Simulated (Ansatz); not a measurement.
# Lu₃As₃Ir₂, a known structure type with other elements, at an estimated volume

```
CELL_PARAMETERS angstrom
4.39704 0.00000 0.00000
2.19852 -5.25325 0.00000
0.00000 0.00000 -14.42208
ATOMIC_POSITIONS crystal
As 0.84800 0.30400 0.75000
As 0.15200 0.69600 0.25000
Lu 0.41515 0.16970 0.88946
Lu 0.58485 0.83030 0.38946
Lu 0.58485 0.83030 0.11054
Lu 0.41515 0.16970 0.61054
Ir 0.70089 0.59822 0.89800
Ir 0.29911 0.40178 0.39800
Ir 0.29911 0.40178 0.10200
Ir 0.70089 0.59822 0.60200
As 0.12200 0.75600 0.96474
As 0.87800 0.24400 0.46474
As 0.87800 0.24400 0.03526
As 0.12200 0.75600 0.53526
Lu 0.14125 0.71750 0.75000
Lu 0.85875 0.28250 0.25000
```

The numbers come from plane-wave PAW DFT (Ansatz): r2SCAN, no spin polarisation, 500 eV, 8×8×3 Γ-centred k points, fermi-dirac occupations (width 0.0715 eV). Nothing was relaxed.

What happens at the Fermi level?

It is a metal, with about 6.4 states/eV a cell as the mean within 0.25 eV of the Fermi level, mostly Lu d (41 %), Ir d (24 %) and As p (22 %).

What does the stress say?

The pressure is -10.8 GPa (compression positive), so with the atoms held at these fractions the cell would first shrink; the forces are large, so a full relaxation may end otherwise. The principal stresses -11.4, -10.9, -10.2 GPa differ, so its shape would change too.

What do density and ELF say about some of the short contacts?

Ir–As at 2.54 Å: least valence density 0.50 e/Å³ and ELF 0.46 there. As–As at 2.76 Å: least valence density 0.33 e/Å³ and ELF 0.52 there. Lu–Ir at 3.00 Å: least valence density 0.24 e/Å³ and ELF 0.20 there. Both are smooth PAW fields, read partly inside the augmentation spheres.

What is the formation energy?

-0.98 eV an atom against the elements' usual phases (free molecules for gases, crystals otherwise, with no correction for O₂ or N₂), so it is bound against them; other compounds may still compete. Relaxing would lower it.

Which atom feels the largest force, and which way?

The largest is on As11 (and as large on other atoms): 0.82 eV/Å, components (0.00, 0.80, 0.17). It makes 66° with the line to a nearest neighbour, Ir7 at 2.54 Å.

Origin: a known structure type with other elements, at an estimated volume, so it need not be a known compound.
